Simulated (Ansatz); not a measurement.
Harmonic vibrational thermodynamics of Sc (fcc (Cu type), Fm-3m) at fixed volume, plane-wave PAW r²SCAN (Ansatz code). The rows extrapolate the 0 K crystal and know nothing of melting or changes of phase.

```
T (K)  F_vib (meV/atom)  S (J/K per mol of atoms)  C_V (J/K per mol of atoms)
-----  ----------------  ------------------------  --------------------------
50                 27.0                       3.1                         7.5
100                23.2                      11.8                        17.2
200                 3.2                      25.9                        22.6
300               -28.8                      35.3                        23.9
400                 ___                       ___                        24.3
600              -167.7                      52.2                        24.7
800                 ___                      59.3                         ___
1000                ___                      64.8                         ___
```

Q: Complete the blanks.

A: 
- 400, S (J/K per mol of atoms): 42.3
- 400, F_vib (meV/atom): -69.2
- 800, F_vib (meV/atom): -283.6
- 800, C_V (J/K per mol of atoms): 24.8
- 1000, F_vib (meV/atom): -412.5
- 1000, C_V (J/K per mol of atoms): 24.8

The workflow started from a Materials Project entry (that database holds measured and hypothetical structures alike); the Crystallography Open Database files this formula in space group No. 225, but the cells were not matched. It is not the phase usual at ambient conditions (space group No. 194). The r²SCAN relaxation kept the symmetry of its start; its stability against distortions is not shown here. No spin polarisation was allowed.

Potentials: the earlier of the program's two PAW sets.
